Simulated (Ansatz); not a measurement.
BiPbBrO$_{2}$:
```
CELL_PARAMETERS angstrom
     -1.98049     1.98049     6.49698
      1.98049    -1.98049     6.49698
      1.98049     1.98049    -6.49698
ATOMIC_POSITIONS crystal
  Bi 0.34083 0.34083 0.00000
  Pb 0.65340 0.65340 0.00000
  Br 0.99166 0.99166 0.00000
  O  0.75705 0.25705 0.50000
  O  0.25705 0.75705 0.50000
```

Relaxed with r²SCAN+D4.

Problem. Tabulate the valence density and the electron localisation function along the shortest Bi–O contact (2.26 Å), DFT-r²SCAN+D4 in the program Ansatz with PAW potentials.

Solution. 

```tsv
distance from Bi (Å)	density (e/Å³)	ELF
0.23	7.37	0.12
0.34	6.50	0.10
0.45	5.47	0.15
0.56	4.26	0.25
0.68	2.95	0.34
0.79	1.75	0.38
0.90	0.97	0.33
1.02	0.64	0.25
1.13	0.54	0.22
1.24	0.53	0.31
1.36	0.66	0.51
1.47	0.93	0.71
1.58	1.43	0.80
1.69	2.33	0.81
1.81	3.67	0.77
1.92	5.18	0.66
2.03	6.47	0.47
```

The density is the valence pseudo-density with augmentation charge, so density and ELF within about 1 Å of a nucleus are not all-electron values.

Space group I4mm. The workflow started from a Materials Project entry (that database holds measured and hypothetical structures alike); the Crystallography Open Database copy checked does not list it. Its standing as an ambient phase is unchecked. The r²SCAN+D4 relaxation kept the symmetry of its start; whether a distortion lowers the energy is not shown. Spin–orbit coupling is left out wherever it is not named.

Potentials: the later of the program's two PAW sets.
